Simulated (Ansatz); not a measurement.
NaAuO2:
```cif
data_AuNaO2
_chemical_formula_sum 'Na1 Au1 O2'
_space_group_name_H-M_alt 'P 1'
_space_group_IT_number 1
_cell_length_a 3.64199
_cell_length_b 3.64199
_cell_length_c 6.14400
_cell_angle_alpha 63.786
_cell_angle_beta 116.214
_cell_angle_gamma 131.114
loop_
_space_group_symop_operation_xyz
  'x, y, z'
loop_
_atom_site_label
_atom_site_type_symbol
_atom_site_fract_x
_atom_site_fract_y
_atom_site_fract_z
_atom_site_occupancy
Na1 Na 0.50000 0.50000 0.50000 1
Au1 Au 0.50000 0.50000 0.00000 1
O1 O 0.09020 0.90980 0.24606 1
O2 O 0.90980 0.09020 0.75394 1
```

Relaxed with PBEsol.

Question: Tabulate the valence density and the electron localisation function along the shortest Au–O contact (2.01 Å), the program Ansatz at the PBEsol level (PAW).

Answer: 

| distance from Au (Å) | density (e/Å³) | ELF |
|---|---|---|
| 0.20 | 13.15 | 0.74 |
| 0.30 | 11.19 | 0.69 |
| 0.40 | 8.94 | 0.61 |
| 0.50 | 6.69 | 0.53 |
| 0.60 | 4.75 | 0.43 |
| 0.70 | 3.18 | 0.33 |
| 0.80 | 1.98 | 0.26 |
| 0.90 | 1.22 | 0.22 |
| 1.00 | 0.93 | 0.24 |
| 1.11 | 0.92 | 0.38 |
| 1.21 | 1.06 | 0.60 |
| 1.31 | 1.38 | 0.75 |
| 1.41 | 1.98 | 0.79 |
| 1.51 | 2.92 | 0.76 |
| 1.61 | 4.09 | 0.67 |
| 1.71 | 5.29 | 0.53 |
| 1.81 | 6.35 | 0.37 |

The density is the valence pseudo-density with augmentation charge, so density and ELF within about 1 Å of a nucleus are not all-electron values.

Space group C2/m. The first step of the workflow began from a Materials Project structure, measured or hypothetical; the Crystallography Open Database copy checked does not list it. Whether it is the stable phase at ambient conditions was not checked. The PBEsol relaxation kept the symmetry of its start; whether a distortion lowers the energy is not shown. Scalar-relativistic: spin–orbit coupling is off unless named, which matters more the heavier the elements.

Potentials: the later of the program's two PAW sets.
